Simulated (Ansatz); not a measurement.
# Ir (Fm-3m), tetragonal deformation path

Theory: Ansatz, DFT PBEsol, scalar-relativistic, plane waves, PAW. Settings: plane waves to 420 eV, k-mesh 24×24×24 (Γ-centred), Gaussian smearing 0.15 eV. Spin–orbit coupling is left out, which can shift energies with elements as heavy as these. No spin polarisation. Energies are free energies at this smearing, counted from the undisturbed cell; pressure is positive in compression.

Reference structure (as given, not relaxed at this level; it stands at -2.6 GPa):

```
Ir
1.0
     0.00000    1.91970    1.91970
     1.91970    0.00000    1.91970
     1.91970    1.91970    0.00000
Ir
1
Direct
  0.00000 0.00000 0.00000
```

At fixed volume and fractional coordinates, lengths along (0.000, 0.000, 1.000) are scaled against those across it; ρ is that ratio over its starting value. The cell is metallic on the mesh throughout. At ρ = 0.707 the cell becomes cubic (Im-3m), and there the slope of the energy vanishes by symmetry.

Over the sampled range (0.650 to 1.500), is the undisturbed cell the lowest point?

Yes, every other sampled point lies higher.

The scan:

| ρ | ΔE (meV/atom) |
| --- | --- |
| 0.650 | 571.6 |
| 0.707 | 688.5 |
| 0.780 | 518.1 |
| 0.850 | 259.1 |
| 0.920 | 74.5 |
| 0.960 | 18.4 |
| 1.000 | 0.0 |
| 1.050 | 27.2 |
| 1.100 | 104.3 |
| 1.200 | 364.3 |
| 1.300 | 703.4 |
| 1.414 | 1150.4 |
| 1.500 | 1522.1 |